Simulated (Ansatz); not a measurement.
Sb: levels along high-symmetry lines

```yaml
crystal:
  lattice:
    - [2.15060, 1.24165, 3.74400]
    - [-2.15060, 1.24165, 3.74400]
    - [0.00000, -2.48330, 3.74400]
  atoms:
    - { symbol: Sb, position: [0.23364, 0.23364, 0.23364] }
    - { symbol: Sb, position: [0.76636, 0.76636, 0.76636] }
```

Atoms are numbered in the order listed.

The structure is an experimental refinement, used without relaxation.

Spin–orbit coupling is left out, though it moves levels of the heavy atoms by tenths of an eV or more.

All numbers below come from DFT, PBEsol, all-electron LAPW, scalar-relativistic in Ansatz 0.2.0.

The runs use a Γ-centred 9×9×9 k mesh, Fermi–Dirac smearing of 0.05 eV, basis error target 0.5 meV/atom, no spin polarisation.

Points in fractions of the reciprocal vectors of this cell: Γ (0, 0, 0), T (0.5, 0.5, 0.5), H2 (0.76, 0.24, 0.5), H0 (0.5, -0.24, 0.24), L (0.5, 0, 0), S0 (0.37, -0.37, 0), S2 (0.63, 0, 0.37), F (0.5, 0, 0.5). The path joins them by straight lines in the order Γ–T–H2–H0–L–Γ–S0–S2–F; legs that retrace an earlier one aren't tabulated. Energies are in eV from the Fermi level.

Question: Metal or insulator at this level of theory?

Answer: No gap opens: metallic or semimetallic.

Question: Tabulate bands 20 to 26, counted from the lowest band of the run, along the path.

Answer: 
```json
{"k (1/Å)": "0.00", "point": "Γ", "band 20": "-4.79", "band 21": "-2.05", "band 22": "-1.79", "band 23": "-1.79", "band 24": "2.11", "band 25": "2.73", "band 26": "2.73"}
{"k (1/Å)": "0.12", "point": "", "band 20": "-5.10", "band 21": "-1.83", "band 22": "-1.78", "band 23": "-1.78", "band 24": "2.07", "band 25": "2.55", "band 26": "2.55"}
{"k (1/Å)": "0.24", "point": "", "band 20": "-5.80", "band 21": "-1.74", "band 22": "-1.74", "band 23": "-1.39", "band 24": "1.97", "band 25": "2.12", "band 26": "2.12"}
{"k (1/Å)": "0.36", "point": "", "band 20": "-6.62", "band 21": "-1.68", "band 22": "-1.68", "band 23": "-1.01", "band 24": "1.58", "band 25": "1.58", "band 26": "1.80"}
{"k (1/Å)": "0.48", "point": "", "band 20": "-7.45", "band 21": "-1.59", "band 22": "-1.59", "band 23": "-0.74", "band 24": "1.05", "band 25": "1.05", "band 26": "1.57"}
{"k (1/Å)": "0.60", "point": "", "band 20": "-8.20", "band 21": "-1.47", "band 22": "-1.47", "band 23": "-0.59", "band 24": "0.58", "band 25": "0.58", "band 26": "1.34"}
{"k (1/Å)": "0.72", "point": "", "band 20": "-8.79", "band 21": "-1.35", "band 22": "-1.35", "band 23": "-0.51", "band 24": "0.25", "band 25": "0.25", "band 26": "1.17"}
{"k (1/Å)": "0.84", "point": "T", "band 20": "-9.03", "band 21": "-1.30", "band 22": "-1.30", "band 23": "-0.48", "band 24": "0.12", "band 25": "0.12", "band 26": "1.10"}
{"k (1/Å)": "0.95", "point": "", "band 20": "-9.00", "band 21": "-2.01", "band 22": "-1.55", "band 23": "-0.13", "band 24": "-0.11", "band 25": "0.57", "band 26": "1.66"}
{"k (1/Å)": "1.06", "point": "", "band 20": "-8.94", "band 21": "-2.95", "band 22": "-2.20", "band 23": "-0.29", "band 24": "0.04", "band 25": "1.68", "band 26": "2.62"}
{"k (1/Å)": "1.16", "point": "", "band 20": "-8.84", "band 21": "-3.79", "band 22": "-2.96", "band 23": "-0.32", "band 24": "0.18", "band 25": "2.85", "band 26": "3.56"}
{"k (1/Å)": "1.27", "point": "", "band 20": "-8.76", "band 21": "-4.46", "band 22": "-3.68", "band 23": "-0.34", "band 24": "0.35", "band 25": "3.90", "band 26": "4.23"}
{"k (1/Å)": "1.38", "point": "", "band 20": "-8.74", "band 21": "-4.90", "band 22": "-4.29", "band 23": "-0.40", "band 24": "0.51", "band 25": "4.40", "band 26": "4.50"}
{"k (1/Å)": "1.49", "point": "", "band 20": "-8.84", "band 21": "-5.05", "band 22": "-4.76", "band 23": "-0.52", "band 24": "0.64", "band 25": "4.47", "band 26": "4.57"}
{"k (1/Å)": "1.60", "point": "H2", "band 20": "-9.06", "band 21": "-5.03", "band 22": "-4.89", "band 23": "-0.71", "band 24": "0.69", "band 25": "4.59", "band 26": "4.66"}
{"k (1/Å)": "1.69", "point": "", "band 20": "-9.13", "band 21": "-5.16", "band 22": "-4.58", "band 23": "-1.15", "band 24": "1.06", "band 25": "4.22", "band 26": "5.21"}
{"k (1/Å)": "1.79", "point": "", "band 20": "-9.13", "band 21": "-5.28", "band 22": "-4.07", "band 23": "-1.90", "band 24": "1.78", "band 25": "3.90", "band 26": "4.70"}
{"k (1/Å)": "1.89", "point": "", "band 20": "-9.13", "band 21": "-5.33", "band 22": "-3.45", "band 23": "-2.67", "band 24": "2.58", "band 25": "3.46", "band 26": "4.17"}
{"k (1/Å)": "1.98", "point": "", "band 20": "-9.13", "band 21": "-5.33", "band 22": "-3.45", "band 23": "-2.67", "band 24": "2.58", "band 25": "3.46", "band 26": "4.17"}
{"k (1/Å)": "2.08", "point": "", "band 20": "-9.13", "band 21": "-5.28", "band 22": "-4.07", "band 23": "-1.90", "band 24": "1.78", "band 25": "3.90", "band 26": "4.70"}
{"k (1/Å)": "2.17", "point": "", "band 20": "-9.13", "band 21": "-5.16", "band 22": "-4.58", "band 23": "-1.15", "band 24": "1.06", "band 25": "4.22", "band 26": "5.21"}
{"k (1/Å)": "2.27", "point": "H0", "band 20": "-9.06", "band 21": "-5.03", "band 22": "-4.89", "band 23": "-0.71", "band 24": "0.69", "band 25": "4.59", "band 26": "4.66"}
{"k (1/Å)": "2.37", "point": "", "band 20": "-9.33", "band 21": "-5.06", "band 22": "-4.53", "band 23": "-0.92", "band 24": "0.66", "band 25": "4.68", "band 26": "4.91"}
{"k (1/Å)": "2.47", "point": "", "band 20": "-9.57", "band 21": "-4.87", "band 22": "-4.00", "band 23": "-1.14", "band 24": "0.56", "band 25": "4.55", "band 26": "4.58"}
{"k (1/Å)": "2.57", "point": "", "band 20": "-9.55", "band 21": "-4.46", "band 22": "-3.35", "band 23": "-1.35", "band 24": "0.44", "band 25": "3.56", "band 26": "3.92"}
{"k (1/Å)": "2.67", "point": "", "band 20": "-9.58", "band 21": "-3.87", "band 22": "-2.60", "band 23": "-1.52", "band 24": "0.32", "band 25": "2.42", "band 26": "3.07"}
{"k (1/Å)": "2.77", "point": "", "band 20": "-9.62", "band 21": "-3.15", "band 22": "-1.78", "band 23": "-1.66", "band 24": "0.22", "band 25": "1.31", "band 26": "2.13"}
{"k (1/Å)": "2.87", "point": "", "band 20": "-9.66", "band 21": "-2.39", "band 22": "-1.74", "band 23": "-0.91", "band 24": "0.16", "band 25": "0.31", "band 26": "1.18"}
{"k (1/Å)": "2.97", "point": "L", "band 20": "-9.67", "band 21": "-1.92", "band 22": "-1.80", "band 23": "-0.28", "band 24": "-0.22", "band 25": "0.17", "band 26": "0.49"}
{"k (1/Å)": "3.10", "point": "", "band 20": "-9.16", "band 21": "-1.92", "band 22": "-1.84", "band 23": "-0.53", "band 24": "0.10", "band 25": "0.29", "band 26": "0.58"}
{"k (1/Å)": "3.23", "point": "", "band 20": "-8.34", "band 21": "-1.92", "band 22": "-1.91", "band 23": "-0.75", "band 24": "0.53", "band 25": "0.62", "band 26": "0.84"}
{"k (1/Å)": "3.35", "point": "", "band 20": "-7.45", "band 21": "-1.97", "band 22": "-1.91", "band 23": "-0.96", "band 24": "1.01", "band 25": "1.10", "band 26": "1.23"}
{"k (1/Å)": "3.48", "point": "", "band 20": "-6.55", "band 21": "-2.00", "band 22": "-1.88", "band 23": "-1.18", "band 24": "1.51", "band 25": "1.65", "band 26": "1.71"}
{"k (1/Å)": "3.61", "point": "", "band 20": "-5.71", "band 21": "-2.01", "band 22": "-1.84", "band 23": "-1.44", "band 24": "1.92", "band 25": "2.16", "band 26": "2.21"}
{"k (1/Å)": "3.73", "point": "", "band 20": "-5.06", "band 21": "-2.02", "band 22": "-1.80", "band 23": "-1.69", "band 24": "2.09", "band 25": "2.56", "band 26": "2.59"}
{"k (1/Å)": "3.86", "point": "Γ", "band 20": "-4.79", "band 21": "-2.05", "band 22": "-1.79", "band 23": "-1.79", "band 24": "2.11", "band 25": "2.73", "band 26": "2.73"}
{"k (1/Å)": "4.01", "point": "", "band 20": "-5.16", "band 21": "-2.08", "band 22": "-1.83", "band 23": "-1.59", "band 24": "2.06", "band 25": "2.34", "band 26": "2.70"}
{"k (1/Å)": "4.17", "point": "", "band 20": "-5.99", "band 21": "-2.47", "band 22": "-1.61", "band 23": "-1.22", "band 24": "1.49", "band 25": "1.55", "band 26": "2.83"}
{"k (1/Å)": "4.32", "point": "", "band 20": "-6.94", "band 21": "-3.09", "band 22": "-1.27", "band 23": "-0.98", "band 24": "0.64", "band 25": "0.87", "band 26": "3.22"}
{"k (1/Å)": "4.48", "point": "", "band 20": "-7.86", "band 21": "-3.77", "band 22": "-1.28", "band 23": "-1.23", "band 24": "0.35", "band 25": "0.83", "band 26": "3.78"}
{"k (1/Å)": "4.63", "point": "", "band 20": "-8.67", "band 21": "-4.42", "band 22": "-1.97", "band 23": "-1.77", "band 24": "0.93", "band 25": "1.41", "band 26": "4.46"}
{"k (1/Å)": "4.79", "point": "", "band 20": "-9.34", "band 21": "-4.97", "band 22": "-2.65", "band 23": "-2.40", "band 24": "1.88", "band 25": "2.26", "band 26": "5.22"}
{"k (1/Å)": "4.94", "point": "S0", "band 20": "-9.13", "band 21": "-5.34", "band 22": "-3.19", "band 23": "-2.94", "band 24": "2.84", "band 25": "3.23", "band 26": "4.11"}
{"k (1/Å)": "5.02", "point": "", "band 20": "-9.25", "band 21": "-5.27", "band 22": "-3.53", "band 23": "-2.40", "band 24": "2.19", "band 25": "3.57", "band 26": "4.38"}
{"k (1/Å)": "5.11", "point": "", "band 20": "-9.37", "band 21": "-5.13", "band 22": "-3.92", "band 23": "-1.73", "band 24": "1.37", "band 25": "4.05", "band 26": "4.79"}
{"k (1/Å)": "5.19", "point": "", "band 20": "-9.48", "band 21": "-5.00", "band 22": "-4.18", "band 23": "-1.16", "band 24": "0.72", "band 25": "4.52", "band 26": "4.99"}
{"k (1/Å)": "5.28", "point": "", "band 20": "-9.48", "band 21": "-5.00", "band 22": "-4.18", "band 23": "-1.16", "band 24": "0.72", "band 25": "4.52", "band 26": "4.99"}
{"k (1/Å)": "5.36", "point": "", "band 20": "-9.37", "band 21": "-5.13", "band 22": "-3.92", "band 23": "-1.73", "band 24": "1.37", "band 25": "4.05", "band 26": "4.79"}
{"k (1/Å)": "5.45", "point": "", "band 20": "-9.25", "band 21": "-5.27", "band 22": "-3.53", "band 23": "-2.40", "band 24": "2.19", "band 25": "3.57", "band 26": "4.38"}
{"k (1/Å)": "5.53", "point": "S2", "band 20": "-9.13", "band 21": "-5.34", "band 22": "-3.19", "band 23": "-2.94", "band 24": "2.84", "band 25": "3.23", "band 26": "4.11"}
{"k (1/Å)": "5.58", "point": "", "band 20": "-8.86", "band 21": "-5.42", "band 22": "-3.34", "band 23": "-3.10", "band 24": "2.88", "band 25": "3.58", "band 26": "3.95"}
{"k (1/Å)": "5.64", "point": "", "band 20": "-8.62", "band 21": "-5.48", "band 22": "-3.47", "band 23": "-3.25", "band 24": "2.60", "band 25": "3.93", "band 26": "4.17"}
{"k (1/Å)": "5.69", "point": "", "band 20": "-8.40", "band 21": "-5.51", "band 22": "-3.58", "band 23": "-3.39", "band 24": "2.24", "band 25": "4.26", "band 26": "4.52"}
{"k (1/Å)": "5.75", "point": "", "band 20": "-8.23", "band 21": "-5.51", "band 22": "-3.66", "band 23": "-3.50", "band 24": "1.93", "band 25": "4.55", "band 26": "4.89"}
{"k (1/Å)": "5.80", "point": "", "band 20": "-8.10", "band 21": "-5.50", "band 22": "-3.72", "band 23": "-3.60", "band 24": "1.69", "band 25": "4.78", "band 26": "5.22"}
{"k (1/Å)": "5.86", "point": "", "band 20": "-8.02", "band 21": "-5.49", "band 22": "-3.76", "band 23": "-3.66", "band 24": "1.54", "band 25": "4.93", "band 26": "5.45"}
{"k (1/Å)": "5.91", "point": "F", "band 20": "-7.99", "band 21": "-5.48", "band 22": "-3.77", "band 23": "-3.68", "band 24": "1.49", "band 25": "4.99", "band 26": "5.54"}
```
